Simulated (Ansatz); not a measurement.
With PBE in the plane-wave PAW code Ansatz, InGa3Sb3As in the orthorhombic phase (Pmm2; Pearson symbol oP8) relaxes to a = 4.379 Å, b = 4.393 Å, c = 12.437 Å. In has 4 nearest neighbours from 2.69 Å (tetrahedral); As has 4 nearest neighbours from 2.57 Å (tetrahedral); Ga on 1d has 4 nearest neighbours from 2.57 Å (tetrahedral); Sb on 1c has 4 nearest neighbours from 2.69 Å (tetrahedral). Against the elements it lies at -0.17 eV/atom, with no fitted shifts.

Electronic character: no gap, with almost no states at the Fermi level (zero-gap or semimetallic).

The start of the workflow was typed in or built on a structure type; neither database checked (COD, Materials Project) lists it. Whether it is the stable phase at ambient conditions was not checked. The PBE relaxation kept the symmetry of its start; its stability against distortions is not shown here. The references are the lowest solids computed at this level, not always the standard phases. Spin–orbit coupling is left out wherever it is not named.

Potentials: the earlier of the program's two PAW sets.
